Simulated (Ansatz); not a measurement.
Si:
```xyz
12
Lattice="5.6801 0.0000 0.0000 0.0000 5.6801 0.0000 0.0000 0.0000 6.8262" Properties=species:S:1:pos:R:3 pbc="T T T"
Si     0.4575     0.4575     0.0000
Si     2.3825     3.2975     5.1197
Si     5.2226     5.2226     3.4131
Si     3.2975     2.3825     1.7066
Si     0.9396     2.1118     1.6481
Si     0.7282     3.7796     6.7678
Si     4.7405     3.5682     5.0612
Si     4.9519     1.9004     3.3546
Si     3.7796     0.7282     0.0585
Si     3.5682     4.7405     1.7650
Si     1.9004     4.9519     3.4716
Si     2.1118     0.9396     5.1781
```

Relaxed with PBE. Special points in fractions of this cell's reciprocal vectors: Γ (0.000, 0.000, 0.000); X (0.000, 0.500, 0.000); M (0.500, 0.500, 0.000); Z (0.000, 0.000, 0.500); R (0.000, 0.500, 0.500); A (0.500, 0.500, 0.500).

### Question
List the band energies nearest the valence-band maximum at these points for PBE (plane waves, PAW; program Ansatz).

### Answer
In eV from the valence-band maximum; about four levels below and three above (degenerate sets whole), none deeper than 8.9 eV; points with the same levels are listed once.

```
k                    below                above
-  -----------------------  -------------------
Γ  -0.99 -0.93 -0.93 -0.19       1.21 1.62 1.62
X  -0.60 -0.60 -0.19 -0.19  1.85 1.85 2.46 2.46
M  -0.63 -0.63 -0.11 -0.11  1.84 1.84 2.01 2.01
Z  -1.24 -1.24 -0.85 -0.85  1.10 1.10 1.33 1.33
R  -0.82 -0.82 -0.65 -0.65  1.49 1.49 1.58 1.58
A  -1.07 -1.07 -1.07 -1.07  1.43 1.43 1.43 1.43
```

Space group P4_32_12. The start of the workflow was typed in or built on a structure type; neither database checked (COD, Materials Project) lists it. It is not the phase usual at ambient conditions (space group No. 227). Symmetry was held in the PBE relaxation; its stability against distortions is not shown here.

Potentials: the earlier of the program's two PAW sets.
